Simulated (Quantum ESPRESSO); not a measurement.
## SiAsF3O3 (one run as intended and one with a planted mistake)

Simulated, not a measurement. The program is pw.x of Quantum ESPRESSO 7.5 (plane-wave density functional theory). The cell is made up: 8 atoms on a quartz lattice with one site empty, with randomly drawn elements, strain and displacements, not relaxed. PseudoDojo standard norm-conserving files (v0.5 for PBE, v0.4.1 for LDA and PBEsol) set the functional; there is no spin polarisation, spin-orbit coupling or dispersion term, and the masses in the input are unused placeholders.

Intended input:

```
&control calculation='scf', pseudo_dir='./dojo.nc.sr.pbe.v0_5.standard.upf', outdir='./o', disk_io='medium', tprnfor=.true., tstress=.true. /
&system ibrav=0, nat=8, ntyp=4, nbnd=35, ecutwfc=84.00895049, nosym=.true., tot_charge=0,
 occupations='smearing', smearing='fd', degauss=0.0018374661
/
&electrons conv_thr=7.350e-09, electron_maxstep=60, /
ATOMIC_SPECIES
As 1.0 As.upf
F 1.0 F.upf
O 1.0 O.upf
Si 1.0 Si.upf
CELL_PARAMETERS angstrom
5.2831 0.0 0.0
-2.6415 4.5753 0.0
0.0 0.0 5.8621
ATOMIC_POSITIONS angstrom
Si 2.5198 -0.0649 3.9094
As -1.2767 2.0478 1.924
F 1.4804 1.2261 4.6067
O 3.4672 0.7283 2.5862
O 2.8897 2.7931 0.7849
F 0.2494 1.7871 1.2941
O -1.1076 3.2844 3.2168
F 0.8863 3.8941 5.1139
K_POINTS automatic
5 5 4 1 1 1
```

The log is shortened where brackets say so; the opening notice, blank lines, dates and the lines on written files are dropped, and the path of the files is cut. It prints rydbergs, bohrs and kilobars, and counts compression as positive stress. Where no state is partly filled, the Fermi energy that it prints is only some level between the filled and the empty states on the mesh, and need not lie in the true gap.

Log of the intended run:

```
     Program PWSCF v.7.5
     Parallel version (MPI & OpenMP), running on       1 processor cores
     Number of MPI processes:                 1
     Threads/MPI process:                     1
     [start-up lines left out]
     bravais-lattice index     =            0
     lattice parameter (alat)  =       9.9836  a.u.
     unit-cell volume          =     956.2209 (a.u.)^3
     number of atoms/cell      =            8
     number of atomic types    =            4
     number of electrons       =        58.00
     number of Kohn-Sham states=           35
     kinetic-energy cutoff     =      84.0090  Ry
     charge density cutoff     =     336.0358  Ry
     scf convergence threshold =      7.3E-09
     mixing beta               =       0.7000
     number of iterations used =            8  plain     mixing
     Exchange-correlation= PBE
                           (   1   4   3   4   0   0   0)
     [axes and pseudopotential details left out]
   Cartesian axes
     site n.     atom                  positions (alat units)
         1        Si     tau(   1) = (   0.4769548  -0.0122845   0.7399822  )
         2        As     tau(   2) = (  -0.2416574   0.3876133   0.3641801  )
         3        F      tau(   3) = (   0.2802143   0.2320797   0.8719691  )
         4        O      tau(   4) = (   0.6562813   0.1378547   0.4895232  )
         5        O      tau(   5) = (   0.5469705   0.5286858   0.1485681  )
         6        F      tau(   6) = (   0.0472071   0.3382673   0.2449509  )
         7        O      tau(   7) = (  -0.2096496   0.6216805   0.6088849  )
         8        F      tau(   8) = (   0.1677614   0.7370862   0.9679733  )
     number of k points=    50  Fermi-Dirac smearing, width (Ry)=  0.0018
                       cart. coord. in units 2pi/alat
        k(    1) = (   0.1000000   0.1732039   0.1126537), wk =   0.0400000
        k(    2) = (   0.1000000   0.1732039   0.3379612), wk =   0.0400000
     [further k points left out]
     Dense  grid:    99371 G-vectors     FFT dimensions: (  60,  60,  72)
     Estimated max dynamical RAM per process >     129.22 MB
     Initial potential from superposition of free atoms
     starting charge      57.9991, renormalised to      58.0000
     Starting wfcs are   37 randomized atomic wfcs
     total cpu time spent up to now is       18.9 secs
     per-process dynamical memory:    95.4 Mb
     Self-consistent Calculation
     iteration #  1     ecut=    84.01 Ry     beta= 0.70
     Davidson diagonalization with overlap
     ethr =  1.00E-02,  avg # of iterations =  3.1
     total cpu time spent up to now is       50.8 secs
     total energy              =    -466.93757418 Ry
     estimated scf accuracy    <       1.86938523 Ry
     iteration #  2     ecut=    84.01 Ry     beta= 0.70
     Davidson diagonalization with overlap
     ethr =  3.22E-03,  avg # of iterations =  2.9
     total cpu time spent up to now is       87.0 secs
     total energy              =    -466.67971910 Ry
     estimated scf accuracy    <       4.96320982 Ry
     [iterations 3 to 10 left out]
     iteration # 11     ecut=    84.01 Ry     beta= 0.70
     Davidson diagonalization with overlap
     ethr =  4.83E-10,  avg # of iterations =  2.1
     total cpu time spent up to now is      385.3 secs
     total energy              =    -467.82059525 Ry
     estimated scf accuracy    <       0.00000005 Ry
     iteration # 12     ecut=    84.01 Ry     beta= 0.70
     Davidson diagonalization with overlap
     ethr =  8.04E-11,  avg # of iterations =  2.6
     total cpu time spent up to now is      415.3 secs
     End of self-consistent calculation
     [lines on levels left out]
     the Fermi energy is     2.1135 ev
!    total energy              =    -467.82059526 Ry
     estimated scf accuracy    <          6.2E-09 Ry
     smearing contrib. (-TS)   =       0.00000000 Ry
     internal energy E=F+TS    =    -467.82059526 Ry
     The total energy is F=E-TS. E is the sum of the following terms:
     one-electron contribution =    -358.13211597 Ry
     hartree contribution      =     202.38748265 Ry
     xc contribution           =    -108.66271759 Ry
     ewald contribution        =    -203.41324435 Ry
     convergence has been achieved in  12 iterations
     Forces acting on atoms (cartesian axes, Ry/au):
     atom    1 type  4   force =    -0.03881384    0.03135680    0.02877377
     atom    2 type  1   force =    -0.10886010    0.32352425   -0.19656603
     atom    3 type  2   force =     0.09901160   -0.13159871   -0.07820137
     atom    4 type  3   force =    -0.11340162   -0.25783956    0.19353566
     atom    5 type  3   force =     0.11213411   -0.07193710    0.09361314
     atom    6 type  2   force =     0.04861073   -0.02030056    0.00168125
     atom    7 type  3   force =     0.07651836    0.06661807    0.05467467
     atom    8 type  2   force =    -0.07519924    0.06017681   -0.09751110
     Total force =     0.608166     Total SCF correction =     0.000270
     Computing stress (Cartesian axis) and pressure
          total   stress  (Ry/bohr**3)                   (kbar)     P=      -75.71
  -0.00055428   0.00038669  -0.00028328          -81.54       56.88      -41.67
   0.00038669  -0.00032421  -0.00018546           56.88      -47.69      -27.28
  -0.00028328  -0.00018546  -0.00066547          -41.67      -27.28      -97.89
     init_run     :     15.82s CPU     18.73s WALL (       1 calls)
     electrons    :    367.87s CPU    396.48s WALL (       1 calls)
     forces       :      4.46s CPU      4.51s WALL (       1 calls)
     stress       :     18.80s CPU     18.96s WALL (       1 calls)
     [timing details left out]
     PWSCF        :   6m47.28s CPU   7m19.50s WALL
     JOB DONE.
```

A second run has one planted mistake: the plane-wave cutoff is too low. The input lines that differ, file-writing options aside:

```
- &system ibrav=0, nat=8, ntyp=4, nbnd=35, ecutwfc=84.00895049, nosym=.true., tot_charge=0,
+ &system ibrav=0, nat=8, ntyp=4, nbnd=35, ecutwfc=47.92111612, nosym=.true., tot_charge=0,
```

Its log:

```
     Program PWSCF v.7.5
     Parallel version (MPI & OpenMP), running on       1 processor cores
     Number of MPI processes:                 1
     Threads/MPI process:                     1
     [start-up lines left out]
     bravais-lattice index     =            0
     lattice parameter (alat)  =       9.9836  a.u.
     unit-cell volume          =     956.2209 (a.u.)^3
     number of atoms/cell      =            8
     number of atomic types    =            4
     number of electrons       =        58.00
     number of Kohn-Sham states=           35
     kinetic-energy cutoff     =      47.9211  Ry
     charge density cutoff     =     191.6845  Ry
     scf convergence threshold =      7.3E-09
     mixing beta               =       0.7000
     number of iterations used =            8  plain     mixing
     Exchange-correlation= PBE
                           (   1   4   3   4   0   0   0)
     [axes and pseudopotential details left out]
   Cartesian axes
     site n.     atom                  positions (alat units)
         1        Si     tau(   1) = (   0.4769548  -0.0122845   0.7399822  )
         2        As     tau(   2) = (  -0.2416574   0.3876133   0.3641801  )
         3        F      tau(   3) = (   0.2802143   0.2320797   0.8719691  )
         4        O      tau(   4) = (   0.6562813   0.1378547   0.4895232  )
         5        O      tau(   5) = (   0.5469705   0.5286858   0.1485681  )
         6        F      tau(   6) = (   0.0472071   0.3382673   0.2449509  )
         7        O      tau(   7) = (  -0.2096496   0.6216805   0.6088849  )
         8        F      tau(   8) = (   0.1677614   0.7370862   0.9679733  )
     number of k points=    50  Fermi-Dirac smearing, width (Ry)=  0.0018
                       cart. coord. in units 2pi/alat
        k(    1) = (   0.1000000   0.1732039   0.1126537), wk =   0.0400000
        k(    2) = (   0.1000000   0.1732039   0.3379612), wk =   0.0400000
     [further k points left out]
     Dense  grid:    42763 G-vectors     FFT dimensions: (  45,  45,  50)
     Estimated max dynamical RAM per process >      57.00 MB
     Check: negative core charge=   -0.000132
     Initial potential from superposition of free atoms
     starting charge      57.9991, renormalised to      58.0000
     Starting wfcs are   37 randomized atomic wfcs
     total cpu time spent up to now is        8.6 secs
     per-process dynamical memory:    36.7 Mb
     Self-consistent Calculation
     iteration #  1     ecut=    47.92 Ry     beta= 0.70
     Davidson diagonalization with overlap
     ethr =  1.00E-02,  avg # of iterations =  3.1
     total cpu time spent up to now is       32.2 secs
     total energy              =    -464.99747137 Ry
     estimated scf accuracy    <       1.82353780 Ry
     iteration #  2     ecut=    47.92 Ry     beta= 0.70
     Davidson diagonalization with overlap
     ethr =  3.14E-03,  avg # of iterations =  2.9
     total cpu time spent up to now is       56.2 secs
     total energy              =    -464.65278359 Ry
     estimated scf accuracy    <       4.75557275 Ry
     [iterations 3 to 10 left out]
     iteration # 11     ecut=    47.92 Ry     beta= 0.70
     Davidson diagonalization with overlap
     ethr =  7.39E-10,  avg # of iterations =  2.0
     total cpu time spent up to now is      240.0 secs
     total energy              =    -465.78848988 Ry
     estimated scf accuracy    <       0.00000003 Ry
     iteration # 12     ecut=    47.92 Ry     beta= 0.70
     Davidson diagonalization with overlap
     ethr =  5.07E-11,  avg # of iterations =  3.9
     total cpu time spent up to now is      259.2 secs
     End of self-consistent calculation
     [lines on levels left out]
     the Fermi energy is     1.8862 ev
!    total energy              =    -465.78848988 Ry
     estimated scf accuracy    <          6.2E-09 Ry
     smearing contrib. (-TS)   =      -0.00000000 Ry
     internal energy E=F+TS    =    -465.78848988 Ry
     The total energy is F=E-TS. E is the sum of the following terms:
     one-electron contribution =    -353.79395064 Ry
     hartree contribution      =     199.18366832 Ry
     xc contribution           =    -107.76496312 Ry
     ewald contribution        =    -203.41324444 Ry
     convergence has been achieved in  12 iterations
     Forces acting on atoms (cartesian axes, Ry/au):
     atom    1 type  4   force =    -0.03858891    0.03240580    0.02996648
     atom    2 type  1   force =    -0.11945640    0.32859318   -0.19147816
     atom    3 type  2   force =     0.09945210   -0.13194021   -0.07765891
     atom    4 type  3   force =    -0.12086887   -0.27918488    0.20232464
     atom    5 type  3   force =     0.09810361   -0.06264014    0.07979029
     atom    6 type  2   force =     0.08201285   -0.02442933   -0.01201911
     atom    7 type  3   force =     0.07567115    0.07625999    0.06671975
     atom    8 type  2   force =    -0.07632554    0.06093560   -0.09764498
     Total force =     0.625789     Total SCF correction =     0.000201
     Computing stress (Cartesian axis) and pressure
          total   stress  (Ry/bohr**3)                   (kbar)     P=    -1648.31
  -0.01122456   0.00033411  -0.00029064        -1651.19       49.15      -42.75
   0.00033411  -0.01103981  -0.00017403           49.15    -1624.01      -25.60
  -0.00029064  -0.00017403  -0.01135061          -42.75      -25.60    -1669.73
     init_run     :      8.09s CPU      8.53s WALL (       1 calls)
     electrons    :    244.41s CPU    250.61s WALL (       1 calls)
     forces       :      3.02s CPU      3.04s WALL (       1 calls)
     stress       :     10.24s CPU     10.28s WALL (       1 calls)
     [timing details left out]
     PWSCF        :   4m25.95s CPU   4m32.84s WALL
     JOB DONE.
```

```
                                            intended run  run with the mistake
                          free energy (eV)     -6365.023             -6337.375
                    smearing term -TS (eV)        0.0000                0.0000
                            pressure (GPa)         -7.57               -164.83
            largest force component (eV/Å)         8.318                 8.448
largest change of a force component (eV/Å)                               0.859
                                iterations            12                    12
```

For scale, a rerun of the intended cell at a cutoff of 1437 eV and k mesh 7 x 7 x 6 moved values by no more than 0.004 eV in energy, 0.02 GPa in stress and 0.002 eV/Å in force.